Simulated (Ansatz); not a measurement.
A geometry of ZrS2 away from equilibrium: the start of the relaxation of a generated trial cell of ZrS2 in the CdI2 structure type. Method: r2SCAN (plane waves to 500 eV, PAW, scalar-relativistic; Ansatz, a program for electronic structure). Γ-centred k-mesh 7×7×4 on the run's cell (coarser than for final values), Fermi–Dirac smearing 0.05 eV.

```xyz
3
Lattice="3.6250 0.0000 0.0000 -1.8125 3.1393 0.0000 0.0000 0.0000 5.8479" Properties=species:S:1:pos:R:3:forces:R:3 pbc="T T T" free_energy=-6012.004 pressure_GPa=2.1
Zr     0.0000     0.0000     0.0000    0.0000    0.0000    0.0000
S      0.0000     2.0929     1.4737    0.0000    0.0000   -0.1725
S      1.8125     1.0464     4.3742    0.0000    0.0000    0.1725
```

Positions in Å, forces in eV/Å, free energy of the cell in eV (comparable only within this code, potentials and settings). Largest force: 0.17 eV/Å, on S2, S3 (atoms numbered as listed); the geometry lies 0.01 eV/atom above the end of its relaxation.

No spin polarisation in the result. Without a van der Waals term the distances between weakly bound units are poorly fixed.

The run could not lose the symmetry of its start; a randomly shaken copy of 6 atoms returns to this structure.
